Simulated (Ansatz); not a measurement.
# B4AsN3 (ordering on zincblende): the band gap by level of theory

All numbers come from Ansatz 0.2.0. Note: simulated data, non-magnetic, for a generated structure that need not be the stable one.

B4AsN3 as one 8-atom ordering (Pmm2) on the zincblende lattice, relaxed with r2SCAN. It is orthorhombic, Pmm2 (No. 25); conventional cell a = 2.772 Å, b = 5.625 Å, c = 3.906 Å, 7.61 Å³ an atom. Around N lie 4 B at 1.63–1.69 Å; around B lie 3 N at 1.57–1.65 Å and 1 As at 1.96 Å; around N lie 4 B at 1.57–1.68 Å; around B lie 4 N at 1.63–1.68 Å; around As lie 4 B at 1.89–1.96 Å and 2 As at 2.77 Å; around B lie 2 N at 1.69 Å and 2 As at 1.89 Å.

Relaxed lattice by functional, symmetry kept:
```
functional  k mesh  a (Å)  b (Å)  c (Å)  volume (Å³/atom)
       PBE   8×4×6  2.774  5.654  3.920              7.68
    r2SCAN   8×4×6  2.772  5.625  3.906              7.61
```

On this one geometry the levels give:
```csv
level,k mesh,gap (eV),kind,edges,least direct gap (eV),rough cost
PBE,10×4×6,none (overlap 0.19),–,–,–,50 core-seconds
PBE+SOC,10×4×6,none (overlap 0.19),–,–,–,2.7 core-minutes
r2SCAN,10×4×6,none (overlap 0.10),–,–,–,60 core-seconds
HSE06,6×4×4,0.46,indirect,Y → Γ,0.58,10 core-minutes
```
All runs use a smearing of 0.02 eV.
Wave cutoffs: 420 eV, 500 eV (r2SCAN).
Points off the special ones are mesh points or PBE's searched band edges, reused at the other levels.
Costs come from shared machines and give only the order; PBE's includes the band path. The runs had 4 threads of Intel(R) Xeon(R) Processor @ 2.50GHz (Skylake/Cascade Lake), on a shared host.

With HSE06 the valence top lies at Y and the conduction bottom at Γ, 0.46 eV higher; the smallest vertical gap, at Γ, is 0.58 eV. PBE+SOC gives no gap: the lowest nominally empty band dips 0.19 eV below the top of the last filled one (its bottom at Γ–Z (0.20 of the way from Γ), the top at Y), so the cell is a metal or semimetal at this level.

The levels disagree on the kind of gap: indirect with HSE06; no gap with PBE, PBE+SOC, r2SCAN.

Only the levels marked +SOC include spin-orbit coupling.

The meshes of the hybrids are coarse, so their gaps aren't converged to the digits shown.
